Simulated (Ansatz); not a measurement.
# Ge2Sb2Te5: two-dimensional strain map

All numbers below come from DFT PBEsol, scalar-relativistic, plane waves, PAW (Ansatz 0.2.0). The runs took a 420 eV cutoff, a Γ-centred 12×12×4 mesh and Gaussian smearing (0.15 eV). No spin polarisation. Energies are free energies at this smearing, counted from the undisturbed cell; pressure is positive in compression.

Zero of the scan (relaxed at this level; it needn't be the usual structure):

```
CELL_PARAMETERS angstrom
4.20173 0.00000 0.00000
-2.10087 3.63881 0.00000
0.00000 0.00000 17.10608
ATOMIC_POSITIONS crystal
Ge 0.00000 0.00000 0.33811
Ge 0.00000 0.00000 0.66189
Sb 0.33333 0.66667 0.11669
Sb 0.66667 0.33333 0.88331
Te 0.00000 0.00000 0.00000
Te 0.33333 0.66667 0.78106
Te 0.66667 0.33333 0.21894
Te 0.33333 0.66667 0.42068
Te 0.66667 0.33333 0.57932
```

The cell is strained by p along both x and y and by q along z, fractional coordinates fixed. Points are written (p, q).

Energy above the undisturbed cell in meV/atom (a dash: not computed):

| p \ q | -0.050 | 0.000 | 0.050 |
| --- | --- | --- | --- |
| -0.050 | 135.0 | 61.1 | ? |
| 0.000 | 19.4 | 0.0 | 16.7 |
| 0.050 | 32.7 | ? | 95.8 |

Fill in the withheld energies.

(-0.050, 0.050): 32.4; (0.050, 0.000): 50.0.